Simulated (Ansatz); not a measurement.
According to PBE in the plane-wave PAW code Ansatz, ScNiN$_{2}$ in the trigonal phase (R-3m; Sc on 3b, Ni on 3a, N on 6c) relaxes to a = 3.330 Å, c = 16.762 Å. Sc has 6 nearest neighbours from 2.20 Å (octahedral); Ni has 2 nearest neighbours from 1.73 Å (linear). Its formation energy from the elements is -21 kJ/mol-atom, with no fitted shifts.

Electronic character: metallic (no gap). The magnetic state found is ferromagnetic. The net moment is 0.47 μB per atom.

The start of the workflow was typed in or built on a structure type; neither database checked (COD, Materials Project) lists it. Its standing as an ambient phase is unchecked. Symmetry was held in the PBE relaxation; whether a distortion lowers the energy is not shown. Magnetic state: ferromagnetic, the only order run, not a proven ground state. No Hubbard U is applied. The references are the lowest solids computed at this level, not always the standard phases (solids in place of the gases).

Potentials: the later of the program's two PAW sets.
